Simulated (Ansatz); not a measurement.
Question: Each is relaxed and computed with DFT-r²SCAN in the program Ansatz with PAW potentials. Which is the only metal?
A. As2Ru, Pnnm (As on 4g, Ru on 2a)
B. InSe, P6_3/mmc (In on 4f, Se on 4f)
C. Te3As2, C2/m (Pearson symbol mS20)
D. ZrAs, P6_3/mmc (Zr on 4f, As on 2a, As on 2d)

Answer: D, ZrAs, P6_3/mmc (Zr on 4f, As on 2a, As on 2d). ZrAs: metal; As2Ru: gap 0.57 eV (indirect); InSe: gap 0.95 eV (direct); Te3As2: gap 0.52 eV (indirect). Standing as an ambient phase not checked: ZrAs, P6_3/mmc (Zr on 4f, As on 2a, As on 2d); As2Ru, Pnnm (As on 4g, Ru on 2a); Te3As2, C2/m (Pearson symbol mS20). Weakly bound layers, chains or molecules computed without a dispersion correction, so cells and soft constants are ill determined: InSe, P6_3/mmc (In on 4f, Se on 4f); Te3As2, C2/m (Pearson symbol mS20). All cells were relaxed under the symmetry of their starts (and spin orders); stability against distortions was not tested throughout. Rows with no word on spin ran without spin polarisation. Spin–orbit coupling is left out wherever it is not named.

Potentials: the earlier of the program's two PAW sets.
